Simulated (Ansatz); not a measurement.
Input:

SiGe:
Space group P4/nmm, origin choice 1 (No. 129); a = 3.8259 Å, b = 3.8259 Å, c = 5.3465 Å, α = 90.00°, β = 90.00°, γ = 90.00°

| atom | site | symmetry | x | y | z |
|---|---|---|---|---|---|
| Ge | 2c | 4mm | 0.5000 | 0.0000 | 0.3350 |
| Si | 2a | -4m2 | 0.0000 | 0.0000 | 0.0000 |

This is the PBE-relaxed structure.

Question: All from PBE (plane waves, PAW; program Ansatz), unless another level is named. Estimate the electronic character.

Answer: metallic (no gap).

Question: What about the formation energy from the elements (no fitted shifts)?

Answer: 0.39 eV/atom.

Question: Next, the density of states at the Fermi level?

Answer: 0.34 states/eV per atom (mean over ±0.08 eV).

The cell is a constructed one: a structure type filled with these elements; neither database checked (COD, Materials Project) lists it. Whether it is the stable phase at ambient conditions was not checked. Symmetry was held in the PBE relaxation; its stability against distortions is not shown here. A crystal of weakly bound layers computed without a dispersion correction: the cell and the soft elastic constants depend strongly on that. The references are the lowest solids computed at this level, not always the standard phases. Spin–orbit coupling is left out wherever it is not named.

Potentials: the later of the program's two PAW sets.
